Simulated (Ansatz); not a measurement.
ZnO:
Space group P6₃mc (No. 186); a = b = 3.231 Å, c = 5.215 Å, α = β = 90.00°, γ = 120.00°

```tsv
atom	site	symmetry	x	y	z
Zn	2b	3m.	0.3333	0.6667	0.0006
O	2b	3m.	0.3333	0.6667	0.3797
```

Relaxed with PBEsol. PBEsol in the plane-wave PAW code Ansatz gives a gap of 0.70 eV.

Problem. What gap does HSE06 give on the same cell (Ansatz, PAW)?

Solution. 2.53 eV, 1.82 eV more. The hybrid was solved on a coarser mesh and at special points; its gap is the smallest among all of these.

```json
[
 {"k": "Γ", "v1 PBEsol": "0.00", "c1 PBEsol": "0.70", "v1 HSE06": "0.00", "c1 HSE06": "2.53"},
 {"k": "A", "v1 PBEsol": "-0.40", "c1 PBEsol": "3.39", "v1 HSE06": "[?]", "c1 HSE06": "[?]"},
 {"k": "M", "v1 PBEsol": "-0.86", "c1 PBEsol": "5.73", "v1 HSE06": "[?]", "c1 HSE06": "[?]"},
 {"k": "L", "v1 PBEsol": "-1.41", "c1 PBEsol": "5.60", "v1 HSE06": "[?]", "c1 HSE06": "[?]"}
]
```

Problem. Top valence (v1) and lowest conduction level (c1) in eV from each method's valence maximum (which need not be a listed point): supply the withheld HSE06 values.

Solution. 
- A, v1 HSE06: -0.42
- A, c1 HSE06: 5.28
- M, v1 HSE06: -0.89
- M, c1 HSE06: 7.86
- L, v1 HSE06: -1.48
- L, c1 HSE06: 7.57

Cost on shared cores: the PBEsol run (SCF on a 10×10×6 mesh, then bands and DOS) around 26 core-seconds (rough), the HSE06 run (SCF on 7×7×4, then a few points) about 2.2 core-minutes (a rough figure); the tasks are unlike.

Space group P6_3mc (wurtzite). The PBEsol relaxation kept the symmetry of its start.

Potentials: the earlier of the program's two PAW sets.
